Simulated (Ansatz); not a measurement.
ZrHg (space group P4/mmm)

```yaml
crystal:
  lattice:
    - [3.14769, 0.00000, 0.00000]
    - [0.00000, 3.14769, 0.00000]
    - [0.00000, 0.00000, 4.27044]
  atoms:
    - { symbol: Zr, position: [0.50000, 0.50000, 0.50000] }
    - { symbol: Hg, position: [0.00000, 0.00000, 0.00000] }
```

The slice is a (001) plane (indices of the conventional cell) through the point (0.000, 0.000, 0.000) (fractional), spanned by u = [100] and v = [010] in vectors of this cell: u (3.15 Å) and v (3.15 Å, at 90° to u). It covers one period; positions are fractions (u, v).

The numbers are results of r2SCAN (plane waves to 500 eV, PAW, scalar-relativistic; Ansatz, an electronic-structure program), not measurements. k mesh 15×15×11. Near the nuclei the fields are pseudised (PAW); where an atom keeps semicore shells as valence, they peak there. Spin-orbit coupling is left out, though Hg is heavy. ZrHg is run without spin polarisation. ZrHg was relaxed with its symmetry unable to fall.

Three fields on this plane, each scaled to ten steps between its own extremes (0 low, 9 high; the total valence density on a logarithmic scale, the potential cut 8 eV below its top; x marks points blanked near nuclei; v = 0 in the bottom row):

Map A
```
|xxxxxxx0578750xxxxxx|
|xxxxxxx2688862xxxxxx|
|xxxxxx036898630xxxxx|
|xxxxx01578987510xxxx|
|xxxx0047899987400xxx|
|xxx014689999986410xx|
|00235789999999875320|
|55667899999999987665|
|77888999999999998887|
|88899999999999999988|
|77888999999999998887|
|55667899999999987665|
|00235789999999875320|
|xxx014689999986410xx|
|xxxx0047899987400xxx|
|xxxxx01578987510xxxx|
|xxxxxx036898630xxxxx|
|xxxxxxx2688862xxxxxx|
|xxxxxxx0578750xxxxxx|
|xxxxxxx0578750xxxxxx|
```

Map B
```
|xxxxxxx8543458xxxxxx|
|xxxxxxx7543457xxxxxx|
|xxxxxx964333469xxxxx|
|xxxxx97543234579xxxx|
|xxxx9864322234689xxx|
|xxx976432111234679xx|
|88765432110112345678|
|55544321000001234455|
|44433211000001123344|
|33332210000000122333|
|44433211000001123344|
|55544321000001234455|
|88765432110112345678|
|xxx976432111234679xx|
|xxxx9864322234689xxx|
|xxxxx97543234579xxxx|
|xxxxxx964333469xxxxx|
|xxxxxxx7543457xxxxxx|
|xxxxxxx8543458xxxxxx|
|xxxxxxx8543458xxxxxx|
```

Map C
```
|xxxxxxx6321236xxxxxx|
|xxxxxxx6321236xxxxxx|
|xxxxxx854323458xxxxx|
|xxxxx97543234579xxxx|
|xxxx9765433345679xxx|
|xxx876654323456678xx|
|66655555322235555566|
|33344443211123444433|
|22233332100012333322|
|11122322100012232211|
|22233332100012333322|
|33344443211123444433|
|66655555322235555566|
|xxx876654323456678xx|
|xxxx9765433345679xxx|
|xxxxx97543234579xxxx|
|xxxxxx854323458xxxxx|
|xxxxxxx6321236xxxxxx|
|xxxxxxx6321236xxxxxx|
|xxxxxxx6321236xxxxxx|
```

Q: Assign the maps to these fields: electron localisation function (ELF); valence electron density; electrostatic potential energy of an electron, from the cell's mean.

A: A is the electrostatic potential energy of an electron, from the cell's mean; B is the valence electron density; C is the electron localisation function (ELF).
